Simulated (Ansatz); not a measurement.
# Structure optimisation: barium, dhcp

Theory: Ansatz, DFT, BLYP, plane waves (420 eV) with PAW, scalar-relativistic. (PAW data from PBE, frozen cores regenerated.)

k-point mesh 8×8×3, Fermi-Dirac smearing 0.1 eV, no spin polarisation. Cell and atoms relax.

Starting structure:

```cif
data_structure
_symmetry_space_group_name_H-M 'P 1'
_symmetry_Int_Tables_number 1
_cell_length_a 4.4545
_cell_length_b 4.4545
_cell_length_c 14.5484
_cell_angle_alpha 90.000
_cell_angle_beta 90.000
_cell_angle_gamma 120.000
_cell_volume 250.00
loop_
_atom_site_label
_atom_site_type_symbol
_atom_site_fract_x
_atom_site_fract_y
_atom_site_fract_z
_atom_site_occupancy
Ba1 Ba 0.00000 0.00000 0.00000 1
Ba2 Ba 0.00000 0.00000 0.50000 1
Ba3 Ba 0.33333 0.66667 0.25000 1
Ba4 Ba 0.66667 0.33333 0.75000 1
```

Task: What cell does the relaxation end in?

Result: P6_3/mmc with a = 4.563 Å, c = 14.892 Å (c/a = 3.264); 67.12 Å³ per atom against 62.50 at the start (7.4 %).

Task: How much energy does the relaxation gain?

Result: 9.4 meV per atom.

Path of the relaxation (the plane waves are chosen anew near the end, which can shift the energy a little):

```tsv
step	E − E(final) (meV/atom)	V (Å³/atom)	P (GPa)	max force (eV/Å)
0	9.39	62.500	0.65	0.000
1	4.66	63.889	0.45	0.000
2	0.03	67.122	0.03	0.000
3	0.00	67.122	0.03	0.000
```
